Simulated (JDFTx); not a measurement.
An input for a modified build of JDFTx (Pt(110), CANDLE, water, 1 M NaF; bohr, hartree) and the course of its log:

```
lattice \
  7.4514735683 0.0000000000 0.0000000000 \
  0.0000000000 5.2689874820 0.0000000000 \
  0.0000000000 0.0000000000 40.8180842919
coords-type Lattice
ion Pt 0.0000000000 0.0000000000 -0.1290846340 0
ion Pt 0.5000000000 0.5000000000 -0.0645423170 0
ion Pt 0.0000000000 0.0000000000 0.0000000000 0
ion Pt 0.5000000000 0.5000000000 0.0645423170 0
ion Pt 0.0000000000 0.0000000000 0.1290846340 0
ion-species pseudo/pt_pbe_v1.4.upf
elec-cutoff 20 100
elec-ex-corr gga-PBE
coulomb-interaction Slab 001
coulomb-truncation-embed 0 0 0
kpoint-folding 2 3 1
elec-smearing Fermi 0.01
elec-n-bands 53
electronic-scf nIterations 100 energyDiffThreshold 1e-08
fluid LinearPCM
pcm-variant CANDLE
fluid-solvent H2O
fluid-cation Na+ 1
fluid-anion F- 1
fluid-minimize nIterations 400 knormThreshold 1e-11
wavefunction read vac.wfns
elec-initial-eigenvals vac.eigenvals
dump-name f0.$VAR
dump End State Ecomponents EigStats BandEigs Forces ElecDensity IonicPositions Fillings Kpoints Dtot FluidDebug BoundCharge FluidDensity
```

```
[one cycle in 5 is shown, and the last three; fluid-solver lines are left out]
	FillingsUpdate:  mu: -0.183821012  nElectrons: 80.000000
SCF: Cycle:  0   F: -444.688157444831290   dF: +1.673e-04   |Residual|: 3.964e-03   |deigs|: 3.575e-04
	FillingsUpdate:  mu: -0.180495519  nElectrons: 80.000000
SCF: Cycle:  5   F: -444.688417970374019   dF: -9.220e-06   |Residual|: 3.963e-04   |deigs|: 9.175e-04
	FillingsUpdate:  mu: -0.179155664  nElectrons: 80.000000
SCF: Cycle: 10   F: -444.688421063455962   dF: -2.265e-08   |Residual|: 1.062e-04   |deigs|: 7.796e-04
	FillingsUpdate:  mu: -0.179099492  nElectrons: 80.000000
SCF: Cycle: 15   F: -444.688421166174294   dF: -2.724e-08   |Residual|: 4.169e-05   |deigs|: 1.664e-04
	FillingsUpdate:  mu: -0.179126888  nElectrons: 80.000000
SCF: Cycle: 20   F: -444.688421192975625   dF: -2.196e-08   |Residual|: 2.109e-05   |deigs|: 3.645e-05
	FillingsUpdate:  mu: -0.179124360  nElectrons: 80.000000
SCF: Cycle: 25   F: -444.688421187523431   dF: +5.594e-09   |Residual|: 2.394e-05   |deigs|: 1.527e-05
	FillingsUpdate:  mu: -0.179130686  nElectrons: 80.000000
SCF: Cycle: 30   F: -444.688421193497845   dF: -5.374e-08   |Residual|: 1.814e-05   |deigs|: 3.236e-05
	FillingsUpdate:  mu: -0.179116504  nElectrons: 80.000000
SCF: Cycle: 35   F: -444.688421177986243   dF: +1.147e-08   |Residual|: 3.573e-05   |deigs|: 1.924e-05
	FillingsUpdate:  mu: -0.179127428  nElectrons: 80.000000
SCF: Cycle: 40   F: -444.688421192549697   dF: +1.310e-09   |Residual|: 1.809e-05   |deigs|: 2.768e-06
	FillingsUpdate:  mu: -0.179115312  nElectrons: 80.000000
SCF: Cycle: 45   F: -444.688421181065280   dF: +6.009e-09   |Residual|: 3.506e-05   |deigs|: 2.195e-05
	FillingsUpdate:  mu: -0.179134636  nElectrons: 80.000000
SCF: Cycle: 50   F: -444.688421192603869   dF: -3.718e-08   |Residual|: 1.848e-05   |deigs|: 3.236e-05
	FillingsUpdate:  mu: -0.179112976  nElectrons: 80.000000
SCF: Cycle: 55   F: -444.688421168600655   dF: +1.307e-08   |Residual|: 4.145e-05   |deigs|: 2.270e-05
	FillingsUpdate:  mu: -0.179111290  nElectrons: 80.000000
SCF: Cycle: 60   F: -444.688421176963118   dF: +4.803e-09   |Residual|: 3.548e-05   |deigs|: 2.629e-05
	FillingsUpdate:  mu: -0.179114347  nElectrons: 80.000000
SCF: Cycle: 65   F: -444.688421183379887   dF: +3.840e-09   |Residual|: 2.766e-05   |deigs|: 1.917e-05
	FillingsUpdate:  mu: -0.179112064  nElectrons: 80.000000
SCF: Cycle: 70   F: -444.688421171497566   dF: +1.678e-08   |Residual|: 3.650e-05   |deigs|: 6.575e-06
	FillingsUpdate:  mu: -0.179116718  nElectrons: 80.000000
SCF: Cycle: 75   F: -444.688421195512262   dF: -2.740e-11   |Residual|: 5.531e-06   |deigs|: 1.355e-06
	FillingsUpdate:  mu: -0.179116698  nElectrons: 80.000000
SCF: Cycle: 80   F: -444.688421195541764   dF: -9.959e-11   |Residual|: 4.932e-06   |deigs|: 9.566e-07
	FillingsUpdate:  mu: -0.179120958  nElectrons: 80.000000
SCF: Cycle: 85   F: -444.688421187804011   dF: +2.557e-09   |Residual|: 2.371e-05   |deigs|: 5.661e-06
	FillingsUpdate:  mu: -0.179157577  nElectrons: 80.000000
SCF: Cycle: 90   F: -444.688421127782419   dF: +5.382e-08   |Residual|: 7.242e-05   |deigs|: 5.839e-05
	FillingsUpdate:  mu: -0.179146405  nElectrons: 80.000000
SCF: Cycle: 95   F: -444.688421146917278   dF: +4.329e-08   |Residual|: 5.866e-05   |deigs|: 4.088e-05
	FillingsUpdate:  mu: -0.179127383  nElectrons: 80.000000
SCF: Cycle: 97   F: -444.688421191445514   dF: +9.347e-10   |Residual|: 1.557e-05   |deigs|: 8.633e-06
	FillingsUpdate:  mu: -0.179117386  nElectrons: 80.000000
SCF: Cycle: 98   F: -444.688421191597286   dF: -1.518e-10   |Residual|: 1.241e-05   |deigs|: 1.005e-05
	FillingsUpdate:  mu: -0.179133476  nElectrons: 80.000000
SCF: Cycle: 99   F: -444.688421189240444   dF: +2.357e-09   |Residual|: 2.105e-05   |deigs|: 1.592e-05
SCF: None of the convergence criteria satisfied after 100 iterations.
IonicMinimize: Iter:   0  F: -444.688421189240444  |grad|_K:  0.000e+00
IonicMinimize: Converged (|grad|_K<1.000000e-04).
```

This run gave no converged result. The loop ran out of cycles short of its threshold. It has stalled and not diverged: the last ten energies span 6e-08 Ha, so the total is near its end, but levels, forces and charges aren't shown converged.
